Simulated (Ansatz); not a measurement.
**Question.** Each is relaxed and computed with DFT-PBEsol in the program Ansatz with PAW potentials. Which is the only metal?
A) SiBCN, P3m1 (B on 1b, Si on 1c, C on 1b, N on 1c)
B) BAs, P6_222 (B on 3d, As on 3c)
C) B4C, Cm (Pearson symbol mS30)
D) SiB2Mo2, Cmmm (Si on 2a, Mo on 4j, B on 4i)

**Answer.** D, SiB2Mo2, Cmmm (Si on 2a, Mo on 4j, B on 4i). SiB2Mo2: metal; SiBCN: gap 2.40 eV (indirect); BAs: gap 0.31 eV (indirect); B4C: gap 2.82 eV (indirect). Typed or built starts, not in the databases checked: SiB2Mo2, Cmmm (Si on 2a, Mo on 4j, B on 4i); SiBCN, P3m1 (B on 1b, Si on 1c, C on 1b, N on 1c); BAs, P6_222 (B on 3d, As on 3c). Not the usual ambient phase: BAs, P6_222 (B on 3d, As on 3c). Standing as an ambient phase not checked: B4C, Cm (Pearson symbol mS30). All cells were relaxed under the symmetry of their starts (and spin orders); stability against distortions was not tested throughout. Named crystals with no word on spin ran without spin polarisation. Spin–orbit coupling is left out wherever it is not named.

Potentials: the earlier of the program's two PAW sets. The files were generated under PBE; for other functionals the program regenerates the frozen cores, and for LDA and PBEsol the local potential too.
